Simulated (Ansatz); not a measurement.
With DFT-PBE in the program Ansatz with PAW potentials, V in the diamond structure (Fd-3m) relaxes to a = 5.468 Å. V has 4 nearest neighbours from 2.37 Å (tetrahedral).

Electronic character: metallic (no gap). The magnetic state found is ferromagnetic. The net moment is 1.90 μB per atom.

The bulk modulus is 59.4 GPa.

The start of the workflow was typed in or built on a structure type; neither database checked (COD, Materials Project) lists it. It is not the phase usual at ambient conditions (space group No. 229). The PBE relaxation kept the symmetry of its start; whether a distortion lowers the energy is not shown. The final state is ferromagnetic, chosen from 4 collinear starts compared on coarse meshes (ties went to the first, and starts can fall back to one state), not a proven ground state.

Potentials: the later of the program's two PAW sets.
